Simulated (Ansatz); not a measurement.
Input:

NiTe$_{2}$Pd$_{2}$:
```yaml
crystal:
  lattice:
    - [-3.17912, 5.74424, 2.55802]
    - [3.17912, -5.74424, 2.55802]
    - [3.17912, 5.74424, -2.55802]
  atoms:
    - { symbol: Ni, position: [0.75000, 0.75000, 0.00000] }
    - { symbol: Ni, position: [0.25000, 0.25000, 0.00000] }
    - { symbol: Te, position: [0.35591, 0.72103, 0.07694] }
    - { symbol: Te, position: [0.64409, 0.27897, 0.92306] }
    - { symbol: Te, position: [0.14409, 0.22103, 0.36512] }
    - { symbol: Te, position: [0.85591, 0.77897, 0.63488] }
    - { symbol: Pd, position: [0.60454, 0.86833, 0.47287] }
    - { symbol: Pd, position: [0.39546, 0.13167, 0.52713] }
    - { symbol: Pd, position: [0.89546, 0.36833, 0.26379] }
    - { symbol: Pd, position: [0.10454, 0.63167, 0.73621] }
```

This is the r²SCAN-relaxed structure.

**Question.** All from plane-wave PAW r²SCAN (Ansatz code), unless another level is named. Estimate the electronic character.

**Answer.** metallic (no gap).

**Question.** Predict the density of states at the Fermi level.

**Answer.** 0.47 states/eV per atom (mean over ±0.08 eV).

**Question.** Give the formation energy from the elements (no fitted shifts).

**Answer.** -0.30 eV/atom.

Space group Ibam. The workflow started from a Materials Project entry (that database holds measured and hypothetical structures alike); the Crystallography Open Database copy checked does not list it. Whether it is the stable phase at ambient conditions was not checked. The r²SCAN relaxation kept the symmetry of its start; whether a distortion lowers the energy is not shown. The run is not spin-polarised. The references are the lowest solids computed at this level, not always the standard phases. Scalar-relativistic: spin–orbit coupling is off unless named, which matters more the heavier the elements.

Potentials: the later of the program's two PAW sets.
